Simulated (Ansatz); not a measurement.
Y:
```xyz
2
Lattice="3.5995 0.0000 0.0000 -1.7998 3.1173 0.0000 0.0000 0.0000 5.5792" Properties=species:S:1:pos:R:3 pbc="T T T"
Y      0.0000     2.0782     1.3948
Y      1.7998     1.0391     4.1844
```

Relaxed with PBEsol.

Problem. List the phonon frequencies at the special points (DFPT on a 4×4×3 q-mesh, Fourier-interpolated; the program Ansatz at the PBEsol level (PAW)).

Solution. In cm⁻¹.

| q | frequencies |
|---|---|
| Γ | 0 0 0 88 88 154 |
| M | 75 88 124 136 140 140 |
| K | 109 109 112 112 126 138 |
| A | 63 63 63 63 111 111 |
| L | 86 86 102 102 139 139 |
| H | 62 62 132 132 139 139 |

Space group P6_3/mmc (hcp (Mg type)). The PBEsol relaxation kept the symmetry of its start; phonons on a q-mesh show no instability. The workflow began spin-polarised and lost its moments. As this level gives no gap, phonon frequencies hold no LO–TO term and depend on the k-mesh and smearing (Fermi–Dirac, 0.1 eV here).

Potentials: the earlier of the program's two PAW sets.
